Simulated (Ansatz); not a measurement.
Ge$_{3}$Rh$_{5}$:
```xyz
16
Lattice="5.4824 0.0000 0.0000 0.0000 10.4850 0.0000 0.0000 0.0000 3.9457" Properties=species:S:1:pos:R:3 pbc="T T T"
Ge     4.9758     8.8540     1.9729
Ge     0.5066     1.6309     1.9729
Ge     2.2346     6.8734     1.9729
Ge     3.2478     3.6115     1.9729
Ge     2.7412     0.0000     0.0000
Ge     0.0000     5.2425     0.0000
Rh     1.8668     2.2492     0.0000
Rh     3.6156     8.2358     0.0000
Rh     4.6080     2.9933     0.0000
Rh     0.8744     7.4917     0.0000
Rh     4.5807     6.3774     1.9729
Rh     0.9016     4.1076     1.9729
Rh     1.8396     9.3500     1.9729
Rh     3.6428     1.1349     1.9729
Rh     0.0000     0.0000     0.0000
Rh     2.7412     5.2425     0.0000
```

Relaxed with r²SCAN.

Q: Map the electron localisation function on the plane through (0.908, 0.844, 0.500) spanned by u = [1, 0, 0] and v = [0, 1, 0] in lattice vectors, from r²SCAN (plane waves, PAW; program Ansatz).

A: x is the fraction of u, y of v (the angle between them is 90°; rows are the nearest grid lines); atoms in the plane: Ge at (0.00, 0.00), Ge at (0.18, 0.31), Ge at (0.50, 0.81), Ge at (0.68, 0.50), Rh at (0.93, 0.76), Rh at (0.26, 0.55), Rh at (0.43, 0.05), Rh at (0.76, 0.26).
```
|   :=++=+#%@@%#+-:::-===:   |
|..--===-::--==---::::-===-:.|
|===----::--==++==-:::-======|
|===-::::=====-----==-:::--==|
|#+-::::-==-.    .-=+=-=*#%##|
|@%*-:.:----:.  .-=++=*%@@@@@|
|@%*-...:-----::-=++=-+%@@@@@|
|*=-:::::::--======-:::=*#%#*|
|:---::::::::::::::::::::::::|
|:::-+#%@%#+-:-=======--::.::|
|..:+%@@@@@#+-=++==------::..|
|::-*%@@@@@#+=++=:    .--=-::|
|:::-=+***=--=+=-:    :-==-::|
|:--==+===--::----=======-:::|
|--=====++=-:::--===+++=--::-|
|==-:   :-==-:::::--=+=-::-==|
|+=:     :===-:::-*%@@@@%*=++|
|++==-:-----::..:=#@@@@@@#=-+|
|=+====-----:...:-*%@@@@%+--=|
|::::---:::::::---:--==--::::|
|----:::::=+**+--::::::::----|
|-===+=-=*%@@@@%*=:...:------|
|..-=++==#@@@@@@#=:..:----:..|
|   :=++=+#%@@%#+-:::-===:   |
```
Scale: ten equal steps from 0.002 (start of ' ') to 0.775 (end of '@'), in the order ' .:-=+*#%@'; x runs from 0.000 to 1.00, y from 0.000 (bottom) to 1.00 (top).

The density is the valence pseudo-density with augmentation charge, so density and ELF within about 1 Å of a nucleus are not all-electron values.

Space group Pbam. The first step of the workflow began from a Materials Project structure, measured or hypothetical; the Crystallography Open Database copy checked does not list it. Whether it is the stable phase at ambient conditions was not checked. The cell was relaxed with r²SCAN under the symmetry of its start; its stability against distortions is not shown here. No spin polarisation was allowed.

Potentials: the later of the program's two PAW sets.
